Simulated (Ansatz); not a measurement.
All numbers below come from DFT PBE, scalar-relativistic, plane waves, PAW in Ansatz. Settings: cutoff 420 eV, Γ-centred meshes spaced at most about 0.3 Å⁻¹, and about 0.25 Å⁻¹ or finer for metals (2π included), Gaussian smearing. No spin polarisation in the final relaxations.

Temperature and zero-point effects are left out.

Two relaxed structures of Si2Br3:

A.

Space group P-3m1 (No. 164). a = 4.265 Å, b = 4.265 Å, c = 9.808 Å, α = 90.00°, β = 90.00°, γ = 120.00°
```
atom  site  symmetry       x       y       z
  Si    2d       3m.  0.3333  0.6667  0.1697
  Br    1a      -3m.  0.0000  0.0000  0.0000
  Br    2d       3m.  0.3333  0.6667  0.7013
```

B.

Space group P6/mmm (No. 191). a = 5.312 Å, b = 5.312 Å, c = 7.434 Å, α = 90.00°, β = 90.00°, γ = 120.00°
| atom | site | symmetry | x | y | z |
| --- | --- | --- | --- | --- | --- |
| Si | 2e | 6mm | 0.0000 | 0.0000 | 0.6547 |
| Br | 2d | -6m2 | 0.3333 | 0.6667 | 0.5000 |
| Br | 1a | 6/mmm | 0.0000 | 0.0000 | 0.0000 |

**Question.** Which is lower in energy, and by how much?

**Answer.** A is lower, by 280 meV/atom. A has space group P-3m1 (No. 164), 30.9 Å³/atom and no gap on its mesh; B has space group P6/mmm (No. 191), 36.3 Å³/atom and no gap. Counting Br atoms around Si (those within 1.25 times the shortest such distance or 1.15 times the sum of covalent radii, 1.27 where that leaves under three; the shortest distance is added where it exceeds 1.18 times the sum of covalent radii), A has Si 6 from 2.8 Å and B has Si 1. B holds Si–Si pairs (shortest 2.30 Å); in A the shortest Si–Si distance is 4.14 Å. Even the lower one lies +0.13 eV/atom against the reference forms of the elements (uncorrected), so neither is stable at this level. In A, Si is surrounded by 3 Br at 2.77 Å and 3 Br at 2.97 Å; around Br on a site of symmetry -3m lie 6 Si at 2.97 Å; Br on a site of symmetry 3m is surrounded by 3 Si at 2.77 Å. In B, Si has 1 Si at 2.30 Å, 1 Br at 2.57 Å and 6 Br at 3.28 Å; Br on a site of symmetry -6m2 is surrounded by 3 Br at 3.07 Å and 6 Si at 3.28 Å; Br on a site of symmetry 6/mmm has 2 Si at 2.57 Å. Both come from invented guesses.

Weakly bound directions are ill-defined at this level, which has no dispersion term (P-3m1, P6/mmm), and this can change margins and order among such cells. In P-3m1, P6/mmm an odd number of electrons in the primitive cell allows no gap without spin; a larger cell or a magnetic state could open one. A magnetic state wasn't ruled out in cells without spin, among them P-3m1, P6/mmm. Cells relaxed within their symmetry can be saddle points.
